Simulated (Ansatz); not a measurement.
Sc₃Al (Cu3Au type, Pm-3m), DFT-r²SCAN in the program Ansatz with PAW potentials, all energies at zero smearing, with the estimated change up to a 700 eV cutoff added, with one set of potentials and settings (totals compare only within such a set). Cell of 4 atoms (3 Sc, 1 Al): -6963.211 eV.

| element | reference phase | E (eV/atom) |
|---|---|---|
| Sc | P6_3/mmc, 2 atoms in the cell | -2140.5738 |
| Al | Fm-3m, 1 atoms in the cell | -540.4083 |

Formation energy per atom, worked out: (-6963.211 − 3×(-2140.5738) − 1×(-540.4083))/4 = -0.270 eV/atom (-26 kJ per mol of atoms), at 0 K, without zero-point energy or fitted corrections.

The first step of the workflow began from a Materials Project structure, measured or hypothetical; the Crystallography Open Database copy checked does not list it. Whether it is the stable phase at ambient conditions was not checked. The cell was relaxed with r²SCAN under the symmetry of its start; its stability against distortions is not shown here. The run is not spin-polarised. The references are the lowest solids computed at this level, not always the standard phases.

Potentials: the later of the program's two PAW sets.
